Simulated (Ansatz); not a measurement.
# Property card for PbS

PbS:
```
CELL_PARAMETERS angstrom
      0.00000     3.32376     3.32376
      3.32376     0.00000     3.32376
      3.32376     3.32376     0.00000
ATOMIC_POSITIONS crystal
  S  0.75000 0.75000 0.75000
  Pb 0.00000 0.00000 0.00000
```

Space group F-43m (No. 216), zinc blende; conventional cell a = 6.648 Å, b = 6.648 Å, c = 6.648 Å, α = 90.00°, β = 90.00°, γ = 90.00°.

Method: the program Ansatz at the PBE level (PAW). The cell and atoms are relaxed at this level. Other levels are named where they apply.

**Cell and energy**

```
Property                                                      Result
-----------------------------------------------------  -------------
Volume per atom                                             36.72 Å³
Density                                                   5.41 g/cm³
Formation energy from the elements (no fitted shifts)  -0.37 eV/atom
```

**Electronic structure**

```
Quantity                                                                                   Result
---------------------------------------------------------  --------------------------------------
Band gap                                                                       0.84 eV (indirect)
Valence-band maximum                                                                         at W
Conduction-band minimum                                               at X (3 equivalent valleys)
Smallest direct gap on the standard path                                                  1.29 eV
Electron effective mass                                     0.37, 0.37, 1.8 mₑ (principal values)
Hole effective mass                                        0.62, 0.62, 0.80 mₑ (principal values)
HSE06 gap on the PBE cell                                                                 1.35 eV
Gap with spin–orbit coupling                                                              0.74 eV
Z2 indices of the occupied bands with spin–orbit coupling                                 0;(000)
```

**Mechanics**

```
Quantity                                                                                     Result
-----------------------------------------------------------  --------------------------------------
Bulk modulus (Birch–Murnaghan fit)                                                         35.2 GPa
Pressure derivative B′                                                                          4.2
Elastic constants (relaxed ions, GPa)                            C11 = 38.1, C12 = 33.8, C44 = -4.8
Mechanical stability                                         unstable (C has a negative eigenvalue)
Piezoelectric stress constants (proper, relaxed ions, C/m²)                  e14 = e25 = e36 = 0.42
```

**Dielectric response**

```
Property                                                               Result
--------------------------------------------------------  -------------------
Electronic dielectric constant ε∞ (DFPT)                                 6.85
Static dielectric constant ε0 (ions relaxed, cell fixed)                 11.6
Born charges (a third of the trace)                       S -2.36, Pb +2.36 e
Largest static χ(2) component                                         88 pm/V
```

**Phonons**

```
Quantity                                                                Result
--------------------------------------------------  --------------------------
Highest zone-centre frequency (without LO–TO term)                    169 cm⁻¹
Zone-centre stability                                   no imaginary mode at Γ
Dynamical stability on the path                     unstable, down to 26i cm⁻¹
```

**Charges**

```
Quantity                    Result
-------------  -------------------
Bader charges  S -0.97, Pb +0.97 e
```

A made-up cell: these elements were put on the sites of a structure type; neither database checked (COD, Materials Project) lists it. It is not the phase usual at ambient conditions (space group No. 225). The cell was relaxed with PBE under the symmetry of its start. Signs of piezoelectric constants follow the polarity of the cell as given. The references are the lowest solids computed at this level, not always the standard phases. Spin–orbit coupling is left out wherever it is not named.

Potentials: the later of the program's two PAW sets.
